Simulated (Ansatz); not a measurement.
**Structures of Ga₃O₂: which is lowest?**

Plane-wave DFT in Ansatz with scalar-relativistic PAW potentials, cutoff 420 eV, Γ-centred meshes chosen by cell and gap, Gaussian smearing with energies taken to zero width. Every cell was relaxed (cell and atoms) in a run of its own, within the symmetry of its start. Functional: PBE.

Relaxed structures (starts from databases or built by putting these elements on another compound's sites):
A. R-3c, 10 atoms in the computed cell, a = 4.867 Å, c = 22.449 Å; sites (symmetry × multiplicity) Ga .2 × 18, O 3. × 12; start: built
B. P-3m1, 5 atoms in the computed cell, a = 3.088 Å, c = 9.033 Å; sites (symmetry × multiplicity) Ga -3m. × 1 + 3m. × 2, O 3m. × 2; start: built

Rank them by energy. Could pressure change the order?

```csv
structure,group,E − E(lowest) (meV/atom),V (Å³/atom),gap on mesh (eV)
B,P-3m1,0.0,14.92,0.00
A,R-3c,287,15.35,0.00
```

B is lowest, 287 meV/atom under A. The lowest is also the densest of these, so pressure wouldn't bring one of the others in at first order. Other structures may lie lower than all of these, and vibrations aren't counted.

Each cell of Ga3O2 holds layers, and where no dispersion correction was added their binding is poorly described. Spin polarisation was left out, and a magnetic state may lie lower.